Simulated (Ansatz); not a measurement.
These are results of Ansatz 0.2.0, DFT PBE, scalar-relativistic, plane waves, PAW, and for the lanthanide a 4f-in-core norm-conserving potential, not measurements. Settings: cutoff 770 eV, Γ-centred meshes spaced at most about 0.3 Å⁻¹, and about 0.25 Å⁻¹ or finer for metals (2π included), Gaussian smearing. No spin polarisation in the final relaxations.

These are static total energies at zero pressure.

Two relaxed structures of Sr4Er:

A.

```
Sr Er
1.0
     6.56780    0.00000    0.00000
     0.00000    6.56780    0.00000
     0.00000    0.00000    6.56780
Sr Er
4 1
Direct
  0.29008 0.29008 0.29008
  0.70992 0.70992 0.29008
  0.29008 0.70992 0.70992
  0.70992 0.29008 0.70992
  0.00000 0.00000 0.00000
```

B.

```
Sr Er
1.0
     6.39912    0.00000    0.00000
     0.00000    6.39912    0.00000
     0.00000    0.00000    6.39912
Sr Er
4 1
Direct
  0.50000 0.50000 0.50000
  0.00000 0.50000 0.50000
  0.50000 0.00000 0.50000
  0.50000 0.50000 0.00000
  0.00000 0.00000 0.00000
```

Task: Which is lower in energy, and by how much?

Result: A is lower, by 221 meV/atom. A has space group P-43m (No. 215), 56.7 Å³/atom and no gap on its mesh; B has space group Pm-3m (No. 221), 52.4 Å³/atom and no gap. Counting all near atoms (those within 1.25 times the shortest distance at each site; a plus sign parts nearer from farther groups; a slash parts the counts of unlike sites), A has Sr 1+3, Er 4 and B has Sr 2/6, Er 12+8. The lower one is the more open, so pressure narrows the difference. Even the lower one lies +0.74 eV/atom against the reference forms of the elements (uncorrected), so neither is stable at this level. Both come from invented guesses. A third cell relaxed alike, in R-3m, lies 145 meV/atom below the lower of the two.

Cells relaxed within their symmetry can be saddle points.

The lanthanide is trivalent by construction, without f bands, f moments or other valences.
